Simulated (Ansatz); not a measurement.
CuPd:
```cif
data_CuPd
_chemical_formula_sum 'Cu1 Pd1'
_space_group_name_H-M_alt 'P 1'
_space_group_IT_number 1
_cell_length_a 2.96164
_cell_length_b 2.96164
_cell_length_c 2.96164
_cell_angle_alpha 90.000
_cell_angle_beta 90.000
_cell_angle_gamma 90.000
loop_
_space_group_symop_operation_xyz
  'x, y, z'
loop_
_atom_site_label
_atom_site_type_symbol
_atom_site_fract_x
_atom_site_fract_y
_atom_site_fract_z
_atom_site_occupancy
Cu1 Cu 0.00000 0.00000 0.00000 1
Pd1 Pd 0.50000 0.50000 0.50000 1
```

Relaxed with PBEsol.

Q: Which orbitals make up the states near the Fermi level in DFT-PBEsol in the program Ansatz with PAW potentials?

A: Within 0.5 eV of the Fermi level: Pd 4d 57 %, Cu 3d 34 %, Cu 4s 6 %. Projections are on Löwdin-orthogonalised atomic valence shells; empty p or d shells of many metals are not among them.

Q: Tabulate the density of states.

A: States/eV per cell of 2 atoms, in 0.25 eV bins, energy from the Fermi level.

```tsv
E (eV)	total	Cu 3d	Pd 4d	Cu 4s
-7.85	0.05	0.00	0.00	0.05
-7.60	0.09	0.00	0.00	0.09
-7.35	0.13	0.00	0.00	0.11
-7.10	0.15	0.00	0.00	0.14
-6.85	0.18	0.00	0.00	0.16
-6.60	0.21	0.00	0.01	0.18
-6.35	0.24	0.00	0.02	0.21
-6.10	0.28	0.01	0.03	0.23
-5.85	0.34	0.01	0.04	0.26
-5.60	0.41	0.02	0.07	0.29
-5.35	0.76	0.08	0.28	0.36
-5.10	1.60	0.21	0.81	0.52
-4.85	1.59	0.20	0.88	0.45
-4.60	1.77	0.27	1.13	0.32
-4.35	2.31	0.75	1.43	0.05
-4.10	3.32	1.12	1.96	0.11
-3.85	3.47	1.07	2.26	0.03
-3.60	3.85	1.43	2.35	0.01
-3.35	4.67	1.86	2.73	0.02
-3.10	3.97	1.88	2.00	0.02
-2.85	4.06	2.05	1.86	0.06
-2.60	6.15	3.44	2.38	0.18
-2.35	3.68	2.33	1.00	0.22
-2.10	2.20	1.37	0.63	0.10
-1.85	2.34	1.63	0.57	0.06
-1.60	4.01	2.38	1.51	0.04
-1.35	8.40	5.56	2.74	0.03
-1.10	8.27	5.35	2.80	0.05
-0.85	4.25	2.04	2.03	0.12
-0.60	3.08	1.18	1.66	0.18
-0.35	5.44	1.75	3.45	0.17
-0.10	2.88	1.10	1.57	0.14
0.15	0.54	0.16	0.19	0.13
0.40	0.44	0.10	0.13	0.12
0.65	0.38	0.07	0.10	0.11
0.90	0.33	0.06	0.08	0.09
1.15	0.38	0.05	0.09	0.08
1.40	0.68	0.04	0.14	0.08
1.65	0.63	0.04	0.12	0.07
1.90	0.60	0.04	0.10	0.07
2.15	0.58	0.03	0.08	0.06
2.40	0.56	0.03	0.07	0.06
2.65	0.54	0.02	0.06	0.05
2.90	0.52	0.02	0.05	0.05
3.15	0.50	0.02	0.04	0.04
3.40	0.48	0.02	0.04	0.04
3.65	0.46	0.01	0.03	0.03
3.90	0.44	0.01	0.03	0.03
4.15	0.42	0.01	0.02	0.03
4.40	0.40	0.01	0.02	0.02
4.65	0.38	0.01	0.02	0.02
```

Space group Pm-3m (CsCl type). The workflow started from a Materials Project entry (that database holds measured and hypothetical structures alike); the Crystallography Open Database files this formula in space group No. 221, but the cells were not matched. Its standing as an ambient phase is unchecked. The cell was relaxed with PBEsol under the symmetry of its start; of distortions, only those at the zone centre were tested. The run is not spin-polarised. Scalar-relativistic: spin–orbit coupling is off unless named, which matters more the heavier the elements.

Potentials: the later of the program's two PAW sets.
